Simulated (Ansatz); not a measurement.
YSe: energy along a strain

YSe, Fm-3m, a = 5.750 Å (as given, not relaxed at this level: -4.7 GPa). The structure is a COD entry; whether it is the stable form wasn't checked. Ansatz: LDA, PAW, 420 eV, Γ-centred 14×14×14 mesh on 2 atoms, Gaussian smearing 0.15 eV; no spin polarisation. Cell vectors (Å): 0.000 2.875 2.875; 2.875 0.000 2.875; 2.875 2.875 0.000. The cell is strained by x per cent times the pattern (0 0 0 1 0 0) in the order xx yy zz yz xz xy (engineering shears), with fractional coordinates held. y is the free energy over the start, V0 = 23.764 Å³/atom. Symmetry makes y even in x.

```
x (%) y (meV/atom)
-6.00          3.33
-3.00          0.79
 0.00          0.00
 1.50          0.19
 2.25          0.44
 3.75             ?
 4.50          1.81
 5.25          2.50
```

Question: Fit y = c2 x² + c4 x⁴ to the other rows, get the stiffness along the pattern, and predict the missing energy.

Answer: Least squares on the rows shown. y = 0.08556 x² + 0.0001912 x⁴. The clamped-ion stiffness p·C·p = 2 × 0.8556 eV × 160.2 / 23.764 Å³ = 11.5 GPa, which is C44 in these axes (second derivative at the start, which stands under stress). At x = 3.75 the fit asked for gives 1.24 meV/atom. The run gave 1.24 meV/atom, the same to the digits shown.

The cell has an odd number of electrons and ran without spin polarisation, so a magnetic or disproportionated state may lie lower.